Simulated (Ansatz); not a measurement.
ZrTiO4:
```
CELL_PARAMETERS angstrom
      4.71472     0.00000     0.00000
      0.00000    11.82492     0.00000
      0.00000     0.00000     4.94463
ATOMIC_POSITIONS crystal
  Zr 0.50000 0.33380 0.75000
  Zr 0.50000 0.66620 0.25000
  Zr 0.00000 0.16620 0.25000
  Zr 0.00000 0.83380 0.75000
  Ti 0.50000 0.07236 0.75000
  Ti 0.50000 0.92764 0.25000
  Ti 0.00000 0.42764 0.25000
  Ti 0.00000 0.57236 0.75000
  O  0.73012 0.05265 0.42830
  O  0.26988 0.94735 0.57170
  O  0.76988 0.44735 0.92830
  O  0.23012 0.55265 0.07170
  O  0.23012 0.44735 0.57170
  O  0.76988 0.55265 0.42830
  O  0.26988 0.05265 0.07170
  O  0.73012 0.94735 0.92830
  O  0.78026 0.68753 0.91473
  O  0.21974 0.31247 0.08527
  O  0.71974 0.81247 0.41473
  O  0.28026 0.18753 0.58527
  O  0.28026 0.81247 0.08527
  O  0.71974 0.18753 0.91473
  O  0.21974 0.68753 0.58527
  O  0.78026 0.31247 0.41473
```

r²SCAN (plane waves, PAW; program Ansatz) gives a gap of 3.59 eV without spin–orbit coupling, maximum on the Γ–X line, 73 % of the way from Γ, minimum on the Γ–Z line, 97 % of the way from Γ.

Task: What happens when spin–orbit coupling is switched on?

Result: The gap is nearly the same, to 3.59 eV; maximum on the Γ–X line, 73 % of the way from Γ, minimum on the Γ–Z line, 96 % of the way from Γ.

Task: Give the electron effective mass with spin–orbit coupling.

Result: 1.3, 1.9, 2.3 mₑ (principal values).

Task: Give the hole effective mass with spin–orbit coupling.

Result: 1.5, 2.4, 2.4 mₑ (principal values).

Space group Pbcn. The start of the workflow was typed in or built on a structure type; neither database checked (COD, Materials Project) lists it. Whether it is the stable phase at ambient conditions was not checked. The r²SCAN relaxation kept the symmetry of its start; its stability against distortions is not shown here. The workflow began spin-polarised and lost its moments.

Potentials: the later of the program's two PAW sets.
